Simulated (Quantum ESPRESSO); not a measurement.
Hf3NbNO7, one run as intended and one with a planted mistake

Simulated, not a measurement. The program is pw.x of Quantum ESPRESSO 7.5 (plane-wave density functional theory). The cell is made up: 12 atoms on a rutile lattice, with randomly drawn elements, strain and displacements, not relaxed. PseudoDojo standard norm-conserving files (v0.5 for PBE, v0.4.1 for LDA and PBEsol) set the functional; there is no spin polarisation, spin-orbit coupling or dispersion term, and the masses in the input are unused placeholders.

The hafnium pseudopotential is less sure than the others, with forces about 3 percent (worst 6) and pressure in oxides about 1.5 GPa (worst 2.7) from a second method in checks, which no rerun with the same files tests.

Intended input:

```
&control calculation='scf', pseudo_dir='./dojo.nc.sr.pbe.v0_5.standard.upf', outdir='./o', disk_io='low', tprnfor=.true., tstress=.true. /
&system ibrav=0, nat=12, ntyp=4, nbnd=54, ecutwfc=84.00895049, nosym=.true., tot_charge=0,
 occupations='smearing', smearing='fd', degauss=0.0018374661
/
&electrons conv_thr=7.350e-09, electron_maxstep=60, /
ATOMIC_SPECIES
Hf 1.0 Hf.upf
N 1.0 N.upf
Nb 1.0 Nb.upf
O 1.0 O.upf
CELL_PARAMETERS angstrom
4.8019 -0.0559 -0.0504
-0.0559 4.8056 0.0066
-0.0666 0.0087 6.1907
ATOMIC_POSITIONS angstrom
Hf -0.0795 -0.1162 0.0133
Hf 2.4242 2.3067 1.7227
Hf -0.0858 -0.0099 3.1012
Nb 2.2797 2.2905 4.6247
N 1.4044 1.4035 0.026
O 3.2303 3.3813 -0.1439
O 3.8684 0.7943 1.5401
O 0.9354 3.9788 1.568
O 1.495 1.3718 3.151
O 3.1799 3.4255 3.1032
O 3.7126 0.9022 4.6609
O 0.8326 3.7865 4.6763
K_POINTS automatic
5 5 4 1 1 1
```

The log is shortened where brackets say so; the opening notice, blank lines, dates and the lines on written files are dropped, and the path of the files is cut. It prints rydbergs, bohrs and kilobars, and counts compression as positive stress. Where no state is partly filled, the Fermi energy that it prints is only some level between the filled and the empty states on the mesh, and need not lie in the true gap.

Log of the intended run:

```
     Program PWSCF v.7.5
     Parallel version (MPI & OpenMP), running on       4 processor cores
     Number of MPI processes:                 4
     Threads/MPI process:                     1
     [start-up lines left out]
     bravais-lattice index     =            0
     lattice parameter (alat)  =       9.0754  a.u.
     unit-cell volume          =     963.8036 (a.u.)^3
     number of atoms/cell      =           12
     number of atomic types    =            4
     number of electrons       =        96.00
     number of Kohn-Sham states=           54
     kinetic-energy cutoff     =      84.0090  Ry
     charge density cutoff     =     336.0358  Ry
     scf convergence threshold =      7.3E-09
     mixing beta               =       0.7000
     number of iterations used =            8  plain     mixing
     Exchange-correlation= PBE
                           (   1   4   3   4   0   0   0)
     [axes and pseudopotential details left out]
   Cartesian axes
     site n.     atom                  positions (alat units)
         1        Hf     tau(   1) = (  -0.0165539  -0.0241958   0.0027694  )
         2        Hf     tau(   2) = (   0.5047798   0.4803134   0.3587098  )
         3        Hf     tau(   3) = (  -0.0178657  -0.0020614   0.6457484  )
         4        Nb     tau(   4) = (   0.4746913   0.4769401   0.9629797  )
         5        N      tau(   5) = (   0.2924316   0.2922442   0.0054139  )
         6        O      tau(   6) = (   0.6726303   0.7040723  -0.0299636  )
         7        O      tau(   7) = (   0.8054988   0.1653934   0.3206878  )
         8        O      tau(   8) = (   0.1947740   0.8284869   0.3264973  )
         9        O      tau(   9) = (   0.3112969   0.2856435   0.6561180  )
        10        O      tau(  10) = (   0.6621357   0.7132758   0.6461648  )
        11        O      tau(  11) = (   0.7730573   0.1878609   0.9705174  )
        12        O      tau(  12) = (   0.1733684   0.7884452   0.9737241  )
     number of k points=    50  Fermi-Dirac smearing, width (Ry)=  0.0018
                       cart. coord. in units 2pi/alat
        k(    1) = (   0.1022158   0.1009898   0.0979276), wk =   0.0400000
        k(    2) = (   0.1042487   0.1007470   0.2918895), wk =   0.0400000
     [further k points left out]
     Dense  grid:   100309 G-vectors     FFT dimensions: (  54,  54,  72)
     Estimated max dynamical RAM per process >     306.74 MB
     Estimated total dynamical RAM >       1.13 GB
     Initial potential from superposition of free atoms
     starting charge      95.9921, renormalised to      96.0000
     Starting wfcs are   72 randomized atomic wfcs
     total cpu time spent up to now is        4.1 secs
     per-process dynamical memory:   233.7 Mb
     Self-consistent Calculation
     iteration #  1     ecut=    84.01 Ry     beta= 0.70
     Davidson diagonalization with overlap
     ethr =  1.00E-02,  avg # of iterations =  2.0
     total cpu time spent up to now is       10.3 secs
     total energy              =    -713.71794844 Ry
     estimated scf accuracy    <       5.72407418 Ry
     iteration #  2     ecut=    84.01 Ry     beta= 0.70
     Davidson diagonalization with overlap
     ethr =  5.96E-03,  avg # of iterations =  5.9
     total cpu time spent up to now is       19.8 secs
     total energy              =    -711.46215995 Ry
     estimated scf accuracy    <      28.13343706 Ry
     [iterations 3 to 15 left out]
     iteration # 16     ecut=    84.01 Ry     beta= 0.70
     Davidson diagonalization with overlap
     ethr =  5.31E-11,  avg # of iterations =  5.2
     total cpu time spent up to now is      124.8 secs
     total energy              =    -716.65567428 Ry
     estimated scf accuracy    <       0.00000003 Ry
     iteration # 17     ecut=    84.01 Ry     beta= 0.70
     Davidson diagonalization with overlap
     ethr =  2.77E-11,  avg # of iterations =  2.0
     total cpu time spent up to now is      131.1 secs
     End of self-consistent calculation
     [lines on levels left out]
     the Fermi energy is    11.9038 ev
!    total energy              =    -716.65567428 Ry
     estimated scf accuracy    <          5.0E-09 Ry
     smearing contrib. (-TS)   =      -0.00000000 Ry
     internal energy E=F+TS    =    -716.65567428 Ry
     The total energy is F=E-TS. E is the sum of the following terms:
     one-electron contribution =    -168.53875394 Ry
     hartree contribution      =     136.71671806 Ry
     xc contribution           =    -177.15776244 Ry
     ewald contribution        =    -507.67587596 Ry
     convergence has been achieved in  17 iterations
     Forces acting on atoms (cartesian axes, Ry/au):
     atom    1 type  1   force =     0.10994752    0.05238082   -0.01008324
     atom    2 type  1   force =    -0.05033026   -0.01113103   -0.27498809
     atom    3 type  1   force =     0.06656031   -0.02450209    0.05021770
     atom    4 type  3   force =    -0.07560881   -0.03071032    0.31344196
     atom    5 type  2   force =     0.07281236    0.08645332   -0.08133461
     atom    6 type  4   force =    -0.05276295   -0.08136097    0.02759274
     atom    7 type  4   force =    -0.06938483    0.09033373    0.00208637
     atom    8 type  4   force =     0.01458037   -0.07552442    0.05180511
     atom    9 type  4   force =    -0.04169200   -0.01230154   -0.01781152
     atom   10 type  4   force =     0.01082547   -0.01080277    0.04295732
     atom   11 type  4   force =     0.01312988    0.02822484   -0.05683051
     atom   12 type  4   force =     0.00192293   -0.01105957   -0.04705323
     Total force =     0.517327     Total SCF correction =     0.000156
     Computing stress (Cartesian axis) and pressure
          total   stress  (Ry/bohr**3)                   (kbar)     P=      178.48
   0.00104155   0.00063401   0.00042594          153.22       93.27       62.66
   0.00063401   0.00099768   0.00011683           93.27      146.76       17.19
   0.00042594   0.00011683   0.00160067           62.66       17.19      235.47
     init_run     :      3.90s CPU      4.05s WALL (       1 calls)
     electrons    :    126.70s CPU    126.97s WALL (       1 calls)
     forces       :      1.53s CPU      1.54s WALL (       1 calls)
     stress       :      5.25s CPU      5.37s WALL (       1 calls)
     [timing details left out]
     PWSCF        :   2m17.49s CPU   2m18.06s WALL
     JOB DONE.
```

A second run has one planted mistake: the plane-wave cutoff is too low. The input lines that differ, file-writing options aside:

```
- &system ibrav=0, nat=12, ntyp=4, nbnd=54, ecutwfc=84.00895049, nosym=.true., tot_charge=0,
+ &system ibrav=0, nat=12, ntyp=4, nbnd=54, ecutwfc=61.51836532, nosym=.true., tot_charge=0,
```

Its log:

```
     Program PWSCF v.7.5
     Parallel version (MPI & OpenMP), running on       4 processor cores
     Number of MPI processes:                 4
     Threads/MPI process:                     1
     [start-up lines left out]
     bravais-lattice index     =            0
     lattice parameter (alat)  =       9.0754  a.u.
     unit-cell volume          =     963.8036 (a.u.)^3
     number of atoms/cell      =           12
     number of atomic types    =            4
     number of electrons       =        96.00
     number of Kohn-Sham states=           54
     kinetic-energy cutoff     =      61.5184  Ry
     charge density cutoff     =     246.0735  Ry
     scf convergence threshold =      7.3E-09
     mixing beta               =       0.7000
     number of iterations used =            8  plain     mixing
     Exchange-correlation= PBE
                           (   1   4   3   4   0   0   0)
     [axes and pseudopotential details left out]
   Cartesian axes
     site n.     atom                  positions (alat units)
         1        Hf     tau(   1) = (  -0.0165539  -0.0241958   0.0027694  )
         2        Hf     tau(   2) = (   0.5047798   0.4803134   0.3587098  )
         3        Hf     tau(   3) = (  -0.0178657  -0.0020614   0.6457484  )
         4        Nb     tau(   4) = (   0.4746913   0.4769401   0.9629797  )
         5        N      tau(   5) = (   0.2924316   0.2922442   0.0054139  )
         6        O      tau(   6) = (   0.6726303   0.7040723  -0.0299636  )
         7        O      tau(   7) = (   0.8054988   0.1653934   0.3206878  )
         8        O      tau(   8) = (   0.1947740   0.8284869   0.3264973  )
         9        O      tau(   9) = (   0.3112969   0.2856435   0.6561180  )
        10        O      tau(  10) = (   0.6621357   0.7132758   0.6461648  )
        11        O      tau(  11) = (   0.7730573   0.1878609   0.9705174  )
        12        O      tau(  12) = (   0.1733684   0.7884452   0.9737241  )
     number of k points=    50  Fermi-Dirac smearing, width (Ry)=  0.0018
                       cart. coord. in units 2pi/alat
        k(    1) = (   0.1022158   0.1009898   0.0979276), wk =   0.0400000
        k(    2) = (   0.1042487   0.1007470   0.2918895), wk =   0.0400000
     [further k points left out]
     Dense  grid:    62829 G-vectors     FFT dimensions: (  45,  45,  60)
     Estimated max dynamical RAM per process >     195.01 MB
     Estimated total dynamical RAM >     734.04 MB
     Check: negative core charge=   -0.000024
     Initial potential from superposition of free atoms
     starting charge      95.9921, renormalised to      96.0000
     Starting wfcs are   72 randomized atomic wfcs
     total cpu time spent up to now is        2.7 secs
     per-process dynamical memory:   153.8 Mb
     Self-consistent Calculation
     iteration #  1     ecut=    61.52 Ry     beta= 0.70
     Davidson diagonalization with overlap
     ethr =  1.00E-02,  avg # of iterations =  2.0
     total cpu time spent up to now is        6.8 secs
     total energy              =    -713.69930777 Ry
     estimated scf accuracy    <       5.66199709 Ry
     iteration #  2     ecut=    61.52 Ry     beta= 0.70
     Davidson diagonalization with overlap
     ethr =  5.90E-03,  avg # of iterations =  5.9
     total cpu time spent up to now is       12.9 secs
     total energy              =    -711.43143410 Ry
     estimated scf accuracy    <      28.00873843 Ry
     [iterations 3 to 15 left out]
     iteration # 16     ecut=    61.52 Ry     beta= 0.70
     Davidson diagonalization with overlap
     ethr =  4.78E-11,  avg # of iterations =  5.2
     total cpu time spent up to now is       79.6 secs
     total energy              =    -716.60013567 Ry
     estimated scf accuracy    <       0.00000002 Ry
     iteration # 17     ecut=    61.52 Ry     beta= 0.70
     Davidson diagonalization with overlap
     ethr =  2.58E-11,  avg # of iterations =  2.0
     total cpu time spent up to now is       83.7 secs
     End of self-consistent calculation
     [lines on levels left out]
     the Fermi energy is    11.9069 ev
!    total energy              =    -716.60013567 Ry
     estimated scf accuracy    <          3.6E-09 Ry
     smearing contrib. (-TS)   =      -0.00000000 Ry
     internal energy E=F+TS    =    -716.60013567 Ry
     The total energy is F=E-TS. E is the sum of the following terms:
     one-electron contribution =    -168.44282787 Ry
     hartree contribution      =     136.65079397 Ry
     xc contribution           =    -177.13222581 Ry
     ewald contribution        =    -507.67587596 Ry
     convergence has been achieved in  17 iterations
     Forces acting on atoms (cartesian axes, Ry/au):
     atom    1 type  1   force =     0.10997029    0.05238802   -0.01003409
     atom    2 type  1   force =    -0.05029177   -0.01116008   -0.27484832
     atom    3 type  1   force =     0.06653240   -0.02460483    0.05009116
     atom    4 type  3   force =    -0.07575509   -0.03126607    0.31309771
     atom    5 type  2   force =     0.07267197    0.08631662   -0.08146207
     atom    6 type  4   force =    -0.05266577   -0.08107235    0.02779223
     atom    7 type  4   force =    -0.06929700    0.09015101    0.00194533
     atom    8 type  4   force =     0.01454778   -0.07531657    0.05179518
     atom    9 type  4   force =    -0.04153539   -0.01227171   -0.01769196
     atom   10 type  4   force =     0.01092515   -0.01042072    0.04288840
     atom   11 type  4   force =     0.01339463    0.02808090   -0.05661684
     atom   12 type  4   force =     0.00150279   -0.01082421   -0.04695673
     Total force =     0.516877     Total SCF correction =     0.000137
     Computing stress (Cartesian axis) and pressure
          total   stress  (Ry/bohr**3)                   (kbar)     P=      112.79
   0.00059501   0.00063223   0.00042542           87.53       93.00       62.58
   0.00063223   0.00055195   0.00011608           93.00       81.19       17.08
   0.00042542   0.00011608   0.00115316           62.58       17.08      169.64
     init_run     :      2.59s CPU      2.65s WALL (       1 calls)
     electrons    :     80.74s CPU     80.93s WALL (       1 calls)
     forces       :      0.99s CPU      0.99s WALL (       1 calls)
     stress       :      3.29s CPU      3.29s WALL (       1 calls)
     [timing details left out]
     PWSCF        :   1m27.70s CPU   1m27.98s WALL
     JOB DONE.
```

|  | intended run | run with the mistake |
| --- | --- | --- |
| free energy (eV) | -9750.597 | -9749.842 |
| smearing term -TS (eV) | 0.0000 | 0.0000 |
| pressure (GPa) | 17.85 | 11.28 |
| largest force component (eV/Å) | 8.059 | 8.050 |
| largest change of a force component (eV/Å) |  | 0.014 |
| iterations | 17 | 17 |

For scale, a rerun of the intended cell at 1467 eV and a 7 x 7 x 6 mesh moved values by no more than 0.005 eV in energy, 0.04 GPa in stress and 0.002 eV/Å in force.